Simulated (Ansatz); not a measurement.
## Notes on ZrV$_{3}$

```yaml
crystal:
  lattice:
    - [0.00000, 3.86360, 0.00000]
    - [3.86360, 0.00000, 0.00000]
    - [1.93180, 1.93180, -8.34956]
  atoms:
    - { symbol: V, position: [0.75000, 0.25000, 0.50000] }
    - { symbol: V, position: [0.25000, 0.75000, 0.50000] }
    - { symbol: Zr, position: [0.11950, 0.11950, 0.76100] }
    - { symbol: Zr, position: [0.88050, 0.88050, 0.23900] }
    - { symbol: V, position: [0.50000, 0.00000, 0.00000] }
    - { symbol: V, position: [0.00000, 0.50000, 0.00000] }
    - { symbol: V, position: [0.36600, 0.36600, 0.26800] }
    - { symbol: V, position: [0.63400, 0.63400, 0.73200] }
```

Level: r2SCAN, no spin polarisation; 500 eV; 9×9×9 Γ-centred mesh; fermi-dirac occupations (width 0.0373 eV); Ansatz 0.2.0, fixed geometry.

Task: Is there a gap?

Result: It is a metal, with about 13 states/eV a cell as the mean within 0.25 eV of the Fermi level, mostly V d (79 %).

Task: What does the stress say?

Result: The pressure is 3.9 GPa (compression positive), so with the atoms held at these fractions the cell would first expand. The principal stresses 1.8, 1.8, 8.1 GPa differ, so its shape would change too.

Task: Give the Bader charges.

Result: Bader charges in e: Zr +0.68, V -0.31 to -0.12. In the mean Zr gives up most and V takes most.

Task: What is the formation energy?

Result: 0.38 eV an atom against the elements' usual phases (free molecules for gases, crystals otherwise, with no correction for O₂ or N₂), so at this geometry it isn't bound against them. Relaxing would lower it.

Origin: a known structure type with other elements, at an estimated volume, so it need not be a known compound. Caveats: no spin polarisation, so a magnetic state may lie lower.
